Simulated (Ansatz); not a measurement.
The elements of this relaxed trial crystal are hidden behind letters.

```
lattice vectors (Å)
   5.3448    0.0000    0.0000
   0.0000    5.3448    0.0000
   0.0000    0.0000    5.3448
fractional positions
X 0.0000 0.0000 0.0000
Z 0.5000 0.5000 0.5000
Q 0.5000 0.0000 0.0000
Q 0.0000 0.5000 0.0000
Q 0.0000 0.0000 0.5000
```

Level of theory: Ansatz, DFT PBE, scalar-relativistic, plane waves, PAW. Settings of the last relaxation (5-atom cell): 420 eV, 8×8×8 k points, Gaussian smearing of 0.10 eV, collinear spin.

- Space group: Pm-3m (No. 221)
- Conventional cell: a = 5.345 Å
- Volume per atom: 30.54 Å³
- Density: 4.55 g/cm³
- Energy over the elements: +0.10 eV/atom
- Gap on the 8×8×8 mesh of the 5-atom cell: 0 eV (a metal)
- Net moment per atom: 0.41 μB

Energies are uncorrected and count from the elements' standard states at the same level.

Task: X is a d-block element of period 5, Z is a d-block element of period 5 and Q is a p-block element of period 4. Which elements are they?

Result: X = Y, Z = Nb, Q = Se, so the formula is YNbSe3, here in the cubic perovskite type. Density times volume gives a mean mass of 4.55 × 30.54/1.6605 = 83.7 u per atom, and this set has 83.7 u. Y is surrounded by 6 Se at 2.67 Å; Nb has 12 Se at 3.78 Å; around Se lie 2 Y at 2.67 Å, 4 Nb at 3.78 Å and 8 Se at 3.78 Å. Swapping Y and Nb leaves the mass as it is, so only the distances can place them.

The magnetic state reached may not be the lowest. A structure relaxed within its symmetry needn't be a true minimum.
